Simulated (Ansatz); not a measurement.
TaSi$_{2}$:
```cif
data_Si2Ta
_chemical_formula_sum 'Ta1 Si2'
_space_group_name_H-M_alt 'P 1'
_space_group_IT_number 1
_cell_length_a 4.28501
_cell_length_b 4.28501
_cell_length_c 4.28501
_cell_angle_alpha 60.000
_cell_angle_beta 60.000
_cell_angle_gamma 60.000
loop_
_space_group_symop_operation_xyz
  'x, y, z'
loop_
_atom_site_label
_atom_site_type_symbol
_atom_site_fract_x
_atom_site_fract_y
_atom_site_fract_z
_atom_site_occupancy
Ta1 Ta 0.00000 0.00000 0.00000 1
Si1 Si 0.25000 0.25000 0.25000 1
Si2 Si 0.75000 0.75000 0.75000 1
```

This is the PBE-relaxed structure.

Problem. All from plane-wave PAW PBE (Ansatz code), unless another level is named. Estimate the electronic character.

Solution. metallic (no gap).

Problem. What about the density of states at the Fermi level?

Solution. 0.79 states/eV per atom (mean over ±0.08 eV).

Problem. Give the formation energy from the elements (no fitted shifts).

Solution. 0.43 eV/atom.

Space group Fm-3m (fluorite). The cell is a constructed one: a structure type filled with these elements; neither database checked (COD, Materials Project) lists it. COD files the formula under space group No. 180, 181, so this cell is another polymorph or a model. Whether it is the stable phase at ambient conditions was not checked. The cell was relaxed with PBE under the symmetry of its start; its stability against distortions is not shown here. No spin polarisation was allowed. The references are the lowest solids computed at this level, not always the standard phases. Spin–orbit coupling is left out wherever it is not named.

Potentials: the later of the program's two PAW sets.
